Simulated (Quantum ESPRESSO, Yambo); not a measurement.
# Quasiparticle gap of BP

BP is modelled in the hexagonal space group P6₃mc (No. 186), the wurtzite structure, Pearson symbol hP4. Cell: a = b = 3.1799 Å, c = 5.2741 Å, α = β = 90.00°, γ = 120.00°. B on 2b is surrounded by 4 P at 1.952–1.973 Å (tetrahedral). P on 2b sees 4 B at 1.952–1.973 Å (tetrahedral). (Neighbours: up to the widest gap in distance over summed covalent radii, below 1.35, at either atom.)

Cell and atoms were relaxed with PBEsol from Materials Project entry mp-1008559, within its symmetry.

Starting point: PBEsol (pw.x of Quantum ESPRESSO, ONCV potentials, scalar-relativistic). G0W0 in Yambo: 6×6×4 Γ-centred k mesh, 84 bands and a 8 Ry block in the screening, 84 bands in G with the Bruneval-Gonze terminator, plasmon pole fitted at 27.2 eV.

```yaml
PBEsol gap along the band path: 0.83 eV
PBEsol gap between the mesh's edge points (Γ → K): 0.83 eV
G0W0 gap between the same points: 1.63 eV
PBEsol smallest direct gap on the mesh (at Γ): 2.69 eV
G0W0 direct gap at that point: 3.53 eV
```

| k point | band | E PBEsol (eV) | E QP (eV) | shift (eV) | Z |
|---|---|---|---|---|---|
| Γ | VB | 0.00 | -0.55 | -0.55 | 0.80 |
| Γ | CB | 2.69 | 2.98 | 0.30 | 0.80 |
| A | VB | -1.31 | -1.92 | -0.61 | 0.79 |
| A | CB | 3.66 | 3.97 | 0.31 | 0.80 |
| M | VB | -2.10 | -2.75 | -0.66 | 0.79 |
| M | CB | 1.05 | 1.31 | 0.26 | 0.81 |
| L | VB | -3.38 | -4.07 | -0.69 | 0.78 |
| L | CB | 2.07 | 2.33 | 0.26 | 0.81 |
| K | VB | -4.90 | -5.61 | -0.71 | 0.78 |
| K | CB | 0.83 | 1.09 | 0.25 | 0.82 |
| H | VB | -2.90 | -3.57 | -0.68 | 0.79 |
| H | CB | 3.08 | 3.40 | 0.32 | 0.80 |

Energies count from the PBEsol valence-band maximum.

Nearest settings tried, and what they do to the gap: 1 Ry block (9 vectors against 147): -254 meV; 3×3×2 mesh: -23 meV. Not varied: bands in G, bands in W. So the settings aren't converged at that level.

This is not the ordinary phase of the substance; no match was found in the copy of COD used, and its stability was not checked.
